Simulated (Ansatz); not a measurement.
**Ru at a changed volume — electric field gradients**

The cell is a structure deposited in the COD, relaxed with PBE at fixed cell and then changed (volume scaled by 0.96, ions relaxed).

```
CELL_PARAMETERS angstrom
2.66923 0.00000 0.00000
-1.33462 2.31162 0.00000
0.00000 0.00000 4.22403
ATOMIC_POSITIONS crystal
Ru 0.33333 0.66667 0.25000
Ru 0.66667 0.33333 0.75000
```

Atoms are numbered from 1 in the order listed; like atoms form one site, named after its first atom.

All values are calculated (Ansatz; DFT, PBE, plane waves and PAW, scalar-relativistic, 420 eV cutoff, Γ-centred 20×20×11 k-points, Fermi–Dirac smearing 0.05 eV), not measured.

Conventions: |V_zz| ≥ |V_yy| ≥ |V_xx|, η = (V_xx − V_yy)/V_zz, C_Q = eQV_zz/h.

101Ru: I = 5/2, Q = 457.0 mb. Q values from Pyykkö, Mol. Phys. 116, 1328 (2018).

| site | atoms (order as listed) | first shell | V_zz (10²¹ V/m²) | η | C_Q (MHz) |
| --- | --- | --- | --- | --- | --- |
| Ru | 1, 2 | 12 Ru at 2.61–2.67 Å | -1.29 | 0.00 | -14.2 |

An axis of threefold or higher order runs through Ru, so V_zz lies along it and η is zero.

With no gap above 0.1 eV, as in a metal, the gradients converge slowly in k; expect changes of a tenth or more on a denser mesh. Without spin–orbit coupling (the program notes it for Ru) the gradients can shift somewhat, as the gap is small. With these PAW files V_zz is typically within 2 to 3 % of all-electron values, but misses above 10 % occur on Ru. At this changed cell the PBE pressure is 20 GPa.

The relaxation (1 step) took 4.8 s of wall time (4.8 s of CPU time) and 0.52 GiB at its peak, on 1 thread of Intel Xeon 6975P-C (Granite Rapids) (x86_64; 16 cores open to the job, memory cap 3.0 GiB, no GPU), a shared host with a load of 0.1 a core.
